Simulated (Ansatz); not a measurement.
A trial cell of BeSe3, before relaxation:

```xyz
8
Lattice="5.1000 0.0000 0.0000 0.0000 5.1000 0.0000 0.0000 0.0000 6.7500" Properties=species:S:1:pos:R:3 pbc="T T T"
Be    0.0000    0.0000    0.0000
Be    2.5500    2.5500    0.0000
Se    1.2750    3.8250    5.4675
Se    3.8250    1.2750    5.4675
Se    1.2750    1.2750    1.2825
Se    3.8250    3.8250    1.2825
Se    2.5500    0.0000    2.7675
Se    0.0000    2.5500    3.9825
```

Computed with Ansatz, DFT PBE, scalar-relativistic, plane waves, PAW. Cutoff 420 eV, Gaussian smearing, Γ-centred meshes. Cell and atoms relax first on a coarse mesh, the cell is then made exact in the group found at 0.06 to 0.08 Å, and last on a converged mesh; the steps can't lower the symmetry of their start. No spin polarisation.

A guess keeps its type if space group and coordination stay and the shape of the cell changes little (axis ratios within about 15 %, angles within 6°); the volume may change.

Question: Will the relaxed cell still be of the starting type?

Answer: It keeps its type. The symmetry stays P-42_1m (No. 113). The volume per atom grows by 18.1 %, from 21.9 to 25.9 Å³. The shortest distance goes from 2.21 Å (Be–Se) to 2.24 Å (Be–Se). The ratio c/a of the conventional cell changes by a factor of 1.10. Counting neighbours within 15 % of an atom's shortest distance, the start has Be 4, Se 2/3 and the end Be 4, Se 2/3.

Formation energies are uncorrected and refer to the elements' standard structures at the same level.

Question: At what energy does it end?

Answer: −0.325 eV/atom. A negative formation energy is needed for stability but isn't enough: competing phases decide.

The last run used a 6×6×4 mesh (in the run's order of axes) for its 8-atom cell and Gaussian smearing of 0.02 eV. No dispersion correction is applied, so the spacing and binding between layers, chains or molecules are poorly described. The reference form of Se is held partly by dispersion forces, which this level lacks. A later test with randomly moved atoms ended 2 meV/atom lower, in P1 at a loose tolerance, which is no clear verdict on its stability.

In counts of neighbours, a slash parts the counts of unlike sites.
